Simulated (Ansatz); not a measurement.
Al:
```
CELL_PARAMETERS angstrom
      2.81888     0.00000     0.00000
     -1.40944     2.44122     0.00000
      0.00000     0.00000     9.22381
ATOMIC_POSITIONS crystal
  Al 0.00000 0.00000 0.00000
  Al 0.00000 0.00000 0.50000
  Al 0.33333 0.66667 0.25000
  Al 0.66667 0.33333 0.75000
```

Relaxed with LDA. Special points in fractions of this cell's reciprocal vectors: Γ (0.000, 0.000, 0.000); M (0.500, 0.000, 0.000); K (0.333, 0.333, 0.000); A (0.000, 0.000, 0.500); L (0.500, 0.000, 0.500); H (0.333, 0.333, 0.500).

### Question
List the band energies nearest the Fermi level at these points for LDA (plane waves, PAW; program Ansatz).

### Answer
In eV from the Fermi level; about four levels below and three above (degenerate sets whole), none deeper than 8.9 eV; points with the same levels are listed once.

```json
[
 {"k": "Γ", "below": "-4.72 -4.49", "above": "3.44 3.45 10.85 10.85"},
 {"k": "M", "below": "-4.01 -3.94 -3.40 -3.31", "above": "0.82 1.27 1.32"},
 {"k": "K", "below": "-2.05 -2.05 -1.37 -1.37 -1.01", "above": "2.45 3.28 3.28"},
 {"k": "A", "below": "-7.53 -7.53 -0.92 -0.92", "above": "8.35 8.35 11.17 11.17 11.17 11.17"},
 {"k": "L", "below": "-1.90 -1.90 -1.24 -1.24", "above": "4.62 4.62 4.74 4.74"},
 {"k": "H", "below": "-2.92 -2.92 -0.20 -0.20", "above": "0.45 0.45 1.12 1.12"}
]
```

Space group P6_3/mmc (dhcp (α-La type)). The first step of the workflow began from a Materials Project structure, measured or hypothetical; the Crystallography Open Database copy checked does not list it. It is not the phase usual at ambient conditions (space group No. 225). Symmetry was held in the LDA relaxation; its stability against distortions is not shown here.

Potentials: the later of the program's two PAW sets.
